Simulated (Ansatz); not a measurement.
**KPd: from a guess to a relaxed structure**

Method: Ansatz 0.2.0, DFT PBE, scalar-relativistic, plane waves, PAW. Cutoff 420 eV, Gaussian smearing, Γ-centred meshes. In-plane cell and atoms relax first on a coarse mesh and then on a finer one. In metals the finer mesh still leaves noise of several meV/atom or more. The steps can't lower the symmetry of their start. No spin polarisation in the relaxation; trial moments died out in a coarse test.

A trial structure of KPd was built thus: random sheet by layer group and Wyckoff sites. Lengths were set from tabulated atomic sizes, so they are only a guess.

Only a and b repeat, and vacuum parts the sheet from its images along c.

```yaml
crystal:
  periodic: [true, true, false]
  lattice:
    - [4.11898, 0.00000, 0.00000]
    - [0.00000, 5.37558, 0.00000]
    - [0.00000, 0.00000, 14.00000]
  atoms:
    - { symbol: K, position: [0.50000, 0.50000, 0.50000] }
    - { symbol: Pd, position: [0.50000, 0.00000, 0.50000] }
```

Energies over the elements count from the elements' standard structures at the same level, with no fitted energy shifts.

Q: What does it relax into?

A: The symmetry stays pmmm (No. 37). The area per atom shrinks by 22.9 %, from 11.1 to 8.5 Å². The shortest distance goes from 2.69 Å (K–Pd) to 2.92 Å (K–Pd). The energy falls by about 0.26 eV/atom (the start's value is from the coarse mesh). The program sets the height of the box itself, so the height of the cell differs between start and end. In-plane cell: a = 2.925 Å, b = 5.835 Å, γ = 90.0°, thickness 0.00 Å between the outermost nuclei. K at height 0.00 Å has 2 Pd at 2.92 Å and 2 K at 2.92 Å; Pd at height 0.00 Å has 2 K at 2.92 Å and 2 Pd at 2.92 Å.

```yaml
crystal:
  periodic: [true, true, false]
  lattice:
    - [2.92465, 0.00000, 0.00000]
    - [0.00000, 5.83539, 0.00000]
    - [0.00000, 0.00000, 23.80000]
  atoms:
    - { symbol: K, position: [0.50000, 0.50000, 0.29412] }
    - { symbol: Pd, position: [0.50000, 0.00000, 0.29412] }
```

Q: Give its energy and gap.

A: The formation energy is +0.79 eV/atom. The gap on the 18×10×1 mesh of the 2-atom cell is 0 eV (a metal).

It can't be a ground state, since the elements alone are lower.

The last run used Gaussian smearing of 0.10 eV. Symmetry constrained the relaxation, so the result can be a saddle point.
